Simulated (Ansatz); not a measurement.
An Ansatz (a first-principles code) run. Input:

Ansatz 0.2 input:
```yaml
crystal:
  lattice:
    - [-1.7366966279, 1.7366966279, 5.8752080288]
    - [1.7366966279, -1.7366966279, 5.8752080288]
    - [1.7366966279, 1.7366966279, -5.8752080288]
  atoms:
    - { symbol: Nb, position: [0.9993892624, 0.9993892624, 0.0] }
    - { symbol: Nb, position: [0.7493892624, 0.2493892624, 0.5] }
    - { symbol: As, position: [0.4176107376, 0.4176107376, 0.0] }
    - { symbol: As, position: [0.1676107376, 0.6676107376, 0.5] }
kpoints:
  mp_grid: { grid: [16, 16, 16] }
hamiltonian:
  xc: pbe
  pseudopotentials: { kind: paw }
scf:
  occupations: { method: fermi_dirac, width: 0.1 }
phonons:
  method: dfpt
  response_accuracy: low
  eigenvectors: true
  rigid_motions: translations
```

Output (shortened):

```
zone centre: on kpoints.mp_grid the ground state, and the responses unless they are solved on pairs of k-points, stand on 621 of the mesh's 4096 k-points, …
Pseudopotentials: kind: paw
Pseudopotential: Nb, paw, valence charge 13
Pseudopotential: As, paw, valence charge 15
Functional definition: PBE
Crystal: 4 atoms, lattice volume = 70.881 Å³
Basis set: ecut = 420 eV, 1395 PW (Γ), exchange–correlation on 96×96×96 points (8 copies of the dense FFT grid, shifted against one another)
Bands: 34, of which v1, the nominal top of the filled ones, is band 28 counted from 1 (27 counted from 0)
Symmetry: 8 space group operations
k-points: 621 of 4096 (irreducible under 4 space group operations, time reversal used)
Initial wavefunctions: pseudopotential atomic-orbital guess
Eigensolver: davidson
Functional: x = pbe(κ = 0.804, μ = 0.2195149727645171), c = pbe(β = 0.06672455060314922)
SCF iter   1: F=—  HF=-18819.616270 eV  |F-HF|=—  |Δ(HF+E_count)|=         —  Δρ=6.86e-3  dr2=2.19e-2  ethr=1.77e-3  ⟨swp⟩=5.3  Hψ=83754  notcnv=0
all-band conjugate gradients solve this SCF's bands
preconditioner: auto → Kerker (q_TF=auto, 2.623 Å⁻¹)
SCF iter   2: F=—  HF=-18819.616247 eV  |F-HF|=—  |Δ(HF+E_count)|=   2.26e-5  Δρ=4.04e-3  dr2=7.42e-3  ethr=3.91e-5  ⟨swp⟩=1.0  Hψ=26082  notcnv=0
SCF iter   3: F=—  HF=-18819.617071 eV  |F-HF|=—  |Δ(HF+E_count)|=   8.24e-4  Δρ=6.20e-4  dr2=2.35e-4  ethr=1.32e-5  ⟨swp⟩=3.0  Hψ=37850  notcnv=0
SCF iter   4: F=—  HF=-18819.616953 eV  |F-HF|=—  |Δ(HF+E_count)|=   1.18e-4  Δρ=3.05e-4  dr2=7.26e-5  ethr=4.20e-7  ⟨swp⟩=2.0  Hψ=36410  notcnv=0
SCF iter   5: F=—  HF=-18819.616946 eV  |F-HF|=—  |Δ(HF+E_count)|=   6.88e-6  Δρ=7.92e-5  dr2=5.73e-6  ethr=1.30e-7  ⟨swp⟩=2.0  Hψ=24682  notcnv=0
SCF iter   6: F=—  HF=-18819.616946 eV  |F-HF|=—  |Δ(HF+E_count)|=   6.54e-7  Δρ=1.81e-5  dr2=2.92e-7  ethr=1.02e-8  ⟨swp⟩=2.0  Hψ=37254  notcnv=0
SCF iter   7: F=—  HF=-18819.616902 eV  |F-HF|=—  |Δ(HF+E_count)|=   4.37e-5  Δρ=4.16e-6  dr2=1.28e-8  ethr=5.22e-10  ⟨swp⟩=2.0  Hψ=37231  notcnv=0
SCF iter   8: F=—  HF=-18819.616902 eV  |F-HF|=—  |Δ(HF+E_count)|=   4.60e-9  Δρ=9.00e-7  dr2=5.76e-10  ethr=2.28e-11  ⟨swp⟩=2.0  Hψ=27354  notcnv=0
SCF iter  10: F=-18819.616902 eV  HF=-18819.616902 eV  |F-HF|=1.09e-11  |Δ(HF+E_count)|=  3.64e-12  Δρ=5.50e-8  dr2=2.57e-12  ethr=1.00e-12  ⟨swp⟩=5.0  Hψ=82702  notcnv=0
the search or the solves at the SCF's close seem to have found levels that the self-consistency loop had missed (the run counts 2) …
SCF 1 converged in 10 iterations: F = -18819.616902 eV  dr2 = 2.57e-12
DFPT response loops at Γ: preconditioner auto → Kerker (q_TF=auto, 2.623 Å⁻¹) (partly filled bands, converged f_vac=0.000) …
the response loops of the zone centre start from zero, take more passes and end by a threshold …
SCF converged after 10 iterations
Free energy (F): -18819.616902 eV
Harris-Foulkes:  -18819.616902 eV  (|F-HF|=1.09e-11)
Internal energy: -18819.589140 eV  (E = F + TS)
E sigma→0 (E₀):  -18819.603021 eV
Entropy (-TS):   -0.027762 eV (-6.940 meV/atom)
Fermi energy:    15.932847 eV
--- Per-component energies (eV) ---
  E_band       = -503.475869
  E_kinetic    = 996.682168
  E_local      = -4386.060087  (includes V_loc(G=0)·N_el)
  E_nonlocal   = -1101.123076
  E_hartree    = 2163.410156
  E_xc         = -511.242257
  E_vxc        = -587.074159  (∫ρ·V_xc dr)
  E_paw        = -9818.520927  (= ΣΔE_a)
  E_vpaw       = 247.279000  (= ΣTr[D̂ρ^β])
  E_aug_tail   = 0.000028  (compensation charges beyond the density's cutoff)
  E_ewald      = -6162.735146
  E_smearing   = -0.027762  (= −TS)
  E_closure    = 0.000000  (closes the sum)
  Σ components = -18819.616902   (vs F -18819.616902, Δ=0.00e0)
  [band-id]    e_kinetic+e_local+e_nonlocal+2·e_hartree+e_vxc+e_vpaw+e_augmentation_tail = -503.475813   (vs E_band -503.475869, Δ=5.61e-5)
--- Band table (eV; the first three rows and the last of 621) ---
  k-point 0: bands = ["-39.1933", "-39.1673", "-19.5520", "-19.5520", "-19.5391", "-19.5347", "-19.5317", "-19.5303", "-19.5258", "-19.5258", "-19.5245", "-19.5224", "-15.3925", "-15.2963", "-15.2963", "-15.1560", "-15.1560", "-15.1011", "2.8279", "5.0171", "9.8723", "13.1873", "13.7744", "13.7744", "13.9541", "14.3106", "14.5902", "14.5902", "16.6326", "17.1872", "18.3395", "18.8566", "18.8566", "19.6694"]
  k-point 1: bands = ["-39.1922", "-39.1668", "-19.5523", "-19.5518", "-19.5388", "-19.5346", "-19.5323", "-19.5312", "-19.5257", "-19.5257", "-19.5238", "-19.5220", "-15.3887", "-15.3034", "-15.3018", "-15.1635", "-15.1610", "-15.1007", "2.9217", "5.0480", "9.9308", "12.9699", "13.6814", "13.8103", "13.8423", "14.1424", "14.6183", "14.7317", "16.4923", "17.0207", "18.2957", "18.6939", "19.0054", "19.4956"]
  k-point 2: bands = ["-39.1891", "-39.1652", "-19.5531", "-19.5511", "-19.5379", "-19.5351", "-19.5336", "-19.5331", "-19.5253", "-19.5253", "-19.5222", "-19.5210", "-15.3795", "-15.3232", "-15.3155", "-15.1834", "-15.1750", "-15.1007", "3.1897", "5.1267", "10.1208", "12.5038", "13.2532", "13.4121", "13.5241", "14.2600", "14.8815", "14.9878", "16.2447", "16.5846", "18.3383", "18.3549", "19.2886", "19.4765"]
  k-point 620: bands = ["-39.1803", "-39.1803", "-19.5536", "-19.5536", "-19.5364", "-19.5364", "-19.5310", "-19.5310", "-19.5241", "-19.5241", "-19.5240", "-19.5240", "-15.3038", "-15.3038", "-15.2488", "-15.2488", "-15.1483", "-15.1483", "3.7295", "3.7295", "12.0171", "12.0171", "13.3607", "13.3607", "13.5138", "13.5138", "15.3974", "15.3974", "16.8966", "16.8966", "17.8485", "17.8485", "19.0485", "19.0485"]
  band table: 34 of 34 bands, residual norms ≤ 1.0e-3 eV
--- Phonons (Γ-DFPT): 6 representative perturbations + reference, on 621 of 4096 k-points (Σ response iterations 41) ---
  k mesh reduced under 4 symmetry operations, with k and −k counted as one. Each operation leaves every solved displacement unchanged or reverses it
  ASR residual: 1.121e-3 → 0.000e0 eV/Å²; symmetrization residual: 3.926e-4 eV/Å²
  ASR residual per site (eV/Å²): 1.12e-3 1.12e-3 8.68e-4 8.68e-4
  Γ frequencies (cm⁻¹): 0.00 0.00 0.00 145.01 145.01 220.90 241.08 243.92 243.92 259.38 261.77 261.77
  non-analytic LO–TO correction: not included (Born effective charges unavailable; polar crystals: no LO–TO splitting at Γ)
```

Cost: around 50 core-minutes (rough) on shared cores.

Space group I4_1md. The PBE relaxation kept the symmetry of its start; of distortions, only those at the zone centre were tested. The run is not spin-polarised. A small band overlap can be real or an error of a semilocal functional. As this level gives no gap, phonon frequencies hold no LO–TO term and depend on the k-mesh and smearing (Fermi–Dirac, 0.1 eV here). Scalar-relativistic: spin–orbit coupling is off unless named, which matters more the heavier the elements.

Potentials: the later of the program's two PAW sets.

Ansatz is a plane-wave DFT program.
